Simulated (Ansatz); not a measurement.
CdS:
```
CELL_PARAMETERS angstrom
     -1.90847     1.90847     2.69801
      1.90847    -1.90847     2.69801
      1.90847     1.90847    -2.69801
ATOMIC_POSITIONS crystal
  Cd 0.00000 0.00000 0.00000
  S  0.50000 0.50000 0.00000
```

Relaxed with PBEsol. DFT-PBEsol in the program Ansatz with PAW potentials gives a gap of 0.12 eV.

Q: What gap does HSE06 give on the same cell (Ansatz, PAW)?

A: 1.24 eV, 1.12 eV more. The hybrid was solved on a coarser mesh and at special points; its gap is the smallest among all of these.

```tsv
k	v1 PBEsol	c1 PBEsol	v1 HSE06	c1 HSE06
Γ	-0.87	0.97	___	___
M	-2.36	0.12	-2.46	1.24
X	-2.35	0.12	-2.46	1.25
P	-3.08	3.49	___	___
N	0.00	3.29	___	___
S0	-1.54	2.04	___	___
R	-3.08	3.48	-3.06	4.64
```

Q: Top valence (v1) and lowest conduction level (c1) in eV from each method's valence maximum (which need not be a listed point): supply the withheld HSE06 values.

A: 
- P, v1 HSE06: -3.06
- P, c1 HSE06: 4.65
- S0, v1 HSE06: -1.61
- S0, c1 HSE06: 3.17
- Γ, v1 HSE06: -0.86
- Γ, c1 HSE06: 2.15
- N, v1 HSE06: 0.00
- N, c1 HSE06: 4.40

Cost on shared cores: the PBEsol run (SCF on a 10×10×10 mesh, then bands and DOS) about 30 core-seconds (a rough figure), the HSE06 run (SCF on 8×8×8, then a few points) roughly 5 core-minutes; the tasks are unlike.

Space group Fm-3m (rock salt). This is a known high-pressure phase of the composition, computed here at zero pressure and temperature. Symmetry was held in the PBEsol relaxation; its stability against distortions is not shown here. Point labels and valley counts follow the cell and symmetry of the run, lower than the named group. Scalar-relativistic: spin–orbit coupling is off unless named, which matters more the heavier the elements.

Potentials: the later of the program's two PAW sets.
